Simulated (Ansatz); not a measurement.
In2Ge2O7 in space group C2/m (No. 12; Pearson symbol mS22), PBEsol in the plane-wave PAW code Ansatz. The conduction-band minimum lies at Γ, with 1 equivalent valley. Second derivatives d²E/dk² of the lowest band at one valley (eV·Å²), along Cartesian directions:

```
direction  d²E/dk²
---------  -------
[100]        34.57
[010]        31.46
[001]        31.57
[110]        33.02
[101]        32.67
[011]        31.52
```

Task: Find the principal effective masses, the density-of-states mass and the conductivity mass.

Result: Off-diagonal terms follow from H_xy = H[110] − (H_xx + H_yy)/2, and m*/mₑ = 7.620 eV·Å² over each eigenvalue: 0.22, 0.24, 0.24. One valley's DOS mass (m₁m₂m₃)^(1/3) = 0.23, conductivity mass 3/(Σ 1/mᵢ) = 0.23 mₑ.

Task: What effective density of states Nc follows at 300 K for parabolic valleys?

Result: Nc = 2.509e19 × 1 × (0.23)^(3/2) ≈ 2.8e18 cm⁻³.

The first step of the workflow began from a Materials Project structure, measured or hypothetical; the Crystallography Open Database files this formula in space group No. 12, but the cells were not matched. Its standing as an ambient phase is unchecked. The cell was relaxed with PBEsol under the symmetry of its start. At this level the phase is dynamically unstable (imaginary phonons). Scalar-relativistic: spin–orbit coupling is off unless named, which matters more the heavier the elements.

Potentials: the later of the program's two PAW sets.

Edges and masses are those of Kohn–Sham bands, whose gap is no quasiparticle gap.
